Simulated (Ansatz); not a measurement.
Ru (hcp (Mg type), space group No. 194), a = b = 2.6985 Å, c = 4.2646 Å, α = β = 90.00°, γ = 120.00°.

Relaxed with PBE+D3(BJ).

Question: Which orbitals make up the states near the Fermi level in the program Ansatz at the PBE+D3(BJ) level (PAW)?

Answer: Within 0.5 eV of the Fermi level: Ru 4d 93 %. Projections are on Löwdin-orthogonalised atomic valence shells; empty p or d shells of many metals are not among them.

Question: Tabulate the density of states.

Answer: States/eV per cell of 2 atoms, in 0.25 eV bins, energy from the Fermi level.

| E (eV) | total | Ru 4d | Ru 5s | Ru 4p |
|---|---|---|---|---|
| -7.85 | 0.05 | 0.00 | 0.04 | 0.00 |
| -7.60 | 0.08 | 0.00 | 0.07 | 0.00 |
| -7.35 | 0.11 | 0.00 | 0.10 | 0.00 |
| -7.10 | 0.14 | 0.00 | 0.12 | 0.00 |
| -6.85 | 0.17 | 0.01 | 0.15 | 0.00 |
| -6.60 | 0.21 | 0.02 | 0.18 | 0.00 |
| -6.35 | 0.61 | 0.34 | 0.24 | 0.01 |
| -6.10 | 1.77 | 1.34 | 0.39 | 0.01 |
| -5.85 | 2.70 | 2.12 | 0.54 | 0.02 |
| -5.60 | 3.21 | 2.71 | 0.46 | 0.02 |
| -5.35 | 3.11 | 2.66 | 0.41 | 0.02 |
| -5.10 | 2.31 | 2.02 | 0.26 | 0.02 |
| -4.85 | 1.95 | 1.73 | 0.20 | 0.02 |
| -4.60 | 2.73 | 2.50 | 0.20 | 0.02 |
| -4.35 | 2.68 | 2.44 | 0.20 | 0.02 |
| -4.10 | 2.33 | 2.18 | 0.11 | 0.02 |
| -3.85 | 2.95 | 2.75 | 0.15 | 0.02 |
| -3.60 | 2.50 | 2.28 | 0.18 | 0.02 |
| -3.35 | 1.14 | 1.05 | 0.07 | 0.01 |
| -3.10 | 2.78 | 2.64 | 0.10 | 0.01 |
| -2.85 | 3.75 | 3.52 | 0.18 | 0.02 |
| -2.60 | 2.56 | 2.41 | 0.11 | 0.01 |
| -2.35 | 3.41 | 3.20 | 0.16 | 0.02 |
| -2.10 | 3.05 | 2.86 | 0.14 | 0.01 |
| -1.85 | 2.81 | 2.60 | 0.14 | 0.01 |
| -1.60 | 3.40 | 3.13 | 0.18 | 0.02 |
| -1.35 | 2.68 | 2.46 | 0.15 | 0.01 |
| -1.10 | 2.00 | 1.82 | 0.12 | 0.01 |
| -0.85 | 1.89 | 1.72 | 0.11 | 0.01 |
| -0.60 | 1.79 | 1.63 | 0.10 | 0.01 |
| -0.35 | 1.73 | 1.60 | 0.08 | 0.00 |
| -0.10 | 1.62 | 1.51 | 0.06 | 0.00 |
| 0.15 | 1.58 | 1.49 | 0.06 | 0.00 |
| 0.40 | 1.66 | 1.57 | 0.06 | 0.00 |
| 0.65 | 1.99 | 1.89 | 0.06 | 0.00 |
| 0.90 | 2.48 | 2.38 | 0.07 | 0.00 |
| 1.15 | 2.96 | 2.84 | 0.09 | 0.00 |
| 1.40 | 3.77 | 3.64 | 0.11 | 0.00 |
| 1.65 | 3.88 | 3.73 | 0.12 | 0.00 |
| 1.90 | 1.57 | 1.42 | 0.13 | 0.00 |
| 2.15 | 0.52 | 0.34 | 0.15 | 0.00 |
| 2.40 | 0.51 | 0.29 | 0.17 | 0.00 |
| 2.65 | 0.50 | 0.25 | 0.18 | 0.00 |
| 2.90 | 0.50 | 0.23 | 0.20 | 0.00 |
| 3.15 | 0.50 | 0.21 | 0.20 | 0.00 |
| 3.40 | 0.50 | 0.19 | 0.21 | 0.00 |
| 3.65 | 0.51 | 0.18 | 0.22 | 0.00 |
| 3.90 | 0.51 | 0.16 | 0.22 | 0.00 |
| 4.15 | 0.48 | 0.14 | 0.21 | 0.00 |
| 4.40 | 0.47 | 0.12 | 0.21 | 0.00 |
| 4.65 | 0.45 | 0.10 | 0.20 | 0.00 |

Space group P6_3/mmc (hcp (Mg type)). Symmetry was held in the PBE+D3(BJ) relaxation. No spin polarisation was allowed. The pairwise dispersion correction was not fitted to metals. Axis ratios of metals converge slowly with the k-mesh, so a and c are less sure than the volume. Spin–orbit coupling is left out wherever it is not named.

Potentials: the later of the program's two PAW sets.
